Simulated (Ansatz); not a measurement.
Several occupations of a bcc lattice at one composition, 2 Cu, 4 Hf, 6 Ta. Sites, in fractions of the cell -3.341 -3.341 3.341; -3.341 3.341 -3.341; 1.671 -5.012 -5.012 Å:

| cell | sites |
| --- | --- |
| all | Hf (0.33 0.83 0.33), Hf (0.67 0.67 0.67), Ta (0.00 0.00 0.00), Ta (0.33 0.33 0.33), Ta (0.50 0.00 0.00) |
| 1 | Cu (0.00 0.50 0.00), Cu (0.67 0.17 0.67), Hf (0.50 0.50 0.00), Hf (0.83 0.83 0.33), Ta (0.17 0.17 0.67), Ta (0.17 0.67 0.67), Ta (0.83 0.33 0.33) |
| 2 | Cu (0.00 0.50 0.00), Cu (0.83 0.83 0.33), Hf (0.50 0.50 0.00), Hf (0.83 0.33 0.33), Ta (0.17 0.17 0.67), Ta (0.17 0.67 0.67), Ta (0.67 0.17 0.67) |
| 3 | Cu (0.17 0.17 0.67), Cu (0.17 0.67 0.67), Hf (0.67 0.17 0.67), Hf (0.83 0.83 0.33), Ta (0.00 0.50 0.00), Ta (0.50 0.50 0.00), Ta (0.83 0.33 0.33) |

Each was relaxed without symmetry on coarser meshes and computed once more. The calculation used DFT PBE, scalar-relativistic, plane waves, PAW (Ansatz 0.2.0).

Settings: cutoff 420 eV, Γ-centred mesh 6×6×5 on the computed 12-atom cell, Gaussian smearing of 0.10 eV; no spin polarisation.

Warren–Cowley parameters of the first shell of the sublattice with most elements (negative: unlike neighbours preferred):
```json
{"cell": "1", "Hf-Ta": "0.00", "Cu-Ta": "0.00", "Cu-Hf": "-0.12"}
{"cell": "2", "Hf-Ta": "-0.25", "Cu-Ta": "0.25", "Cu-Hf": "-0.88"}
{"cell": "3", "Hf-Ta": "0.12", "Cu-Ta": "0.25", "Cu-Hf": "-0.12"}
```

Forces of up to 0.07 eV/Å remain on the final mesh.

**Question.** Which occupation is lowest in energy, and by how much?

**Answer.** Cell 2.
```json
{"cell": "2", "E − E(lowest) (meV/atom)": "0.0", "V (Å³/atom)": "18.60"}
{"cell": "3", "E − E(lowest) (meV/atom)": "33.1", "V (Å³/atom)": "18.72"}
{"cell": "1", "E − E(lowest) (meV/atom)": "63.5", "V (Å³/atom)": "18.63"}
```

Spin–orbit coupling is left out, which can shift energies with elements as heavy as these.

Cost: 6 runs of about 66 core-minutes in all (earlier runs that led there not counted), on Arm Neoverse V1 (shared hosts).